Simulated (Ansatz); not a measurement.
Re$_{3}$W:
```yaml
crystal:
  lattice:
    - [-1.94178, 1.94178, 3.89153]
    - [1.94178, -1.94178, 3.89153]
    - [1.94178, 1.94178, -3.89153]
  atoms:
    - { symbol: Re, position: [0.75000, 0.25000, 0.50000] }
    - { symbol: Re, position: [0.25000, 0.75000, 0.50000] }
    - { symbol: Re, position: [0.50000, 0.50000, 0.00000] }
    - { symbol: W, position: [0.00000, 0.00000, 0.00000] }
```

Relaxed with LDA. Special points in fractions of this cell's reciprocal vectors: Γ (0.000, 0.000, 0.000); X (0.000, 0.000, 0.500); P (0.250, 0.250, 0.250); N (0.000, 0.500, 0.000); M (0.500, 0.500, -0.500); S (0.312, 0.688, -0.312); S0 (-0.312, 0.312, 0.312); R (-0.124, 0.124, 0.500); G (0.500, 0.500, -0.124).

Q: List the band energies nearest the Fermi level at these points for the program Ansatz at the LDA level (PAW).

A: In eV from the Fermi level; about four levels below and three above (degenerate sets whole), none deeper than 8.9 eV; points with the same levels are listed once.

```tsv
k	below	above
Γ	-2.90 -2.90 -1.64 -1.55 -1.55	0.23 0.60 1.67
X	-1.86 -1.82 -1.69 -0.29	0.21 0.52 0.62
P	-1.09 -0.97 -0.97 -0.90	2.77 3.27 3.27
N	-2.98 -2.80 -2.15 -1.78	0.42 0.49 0.51
M	-4.22 -3.93 -1.18 -0.84	0.50 0.50 0.96 0.96
S	-2.35 -1.48 -0.72 -0.07	0.25 0.79 1.04
R	-1.56 -1.55 -0.67 -0.45	0.67 0.96 1.80
```

Space group I4/mmm. The first step of the workflow began from a Materials Project structure, measured or hypothetical; the Crystallography Open Database copy checked does not list it. Whether it is the stable phase at ambient conditions was not checked. The LDA relaxation kept the symmetry of its start; its stability against distortions is not shown here. No spin polarisation was allowed. Scalar-relativistic: spin–orbit coupling is off unless named, which matters more the heavier the elements.

Potentials: the later of the program's two PAW sets.
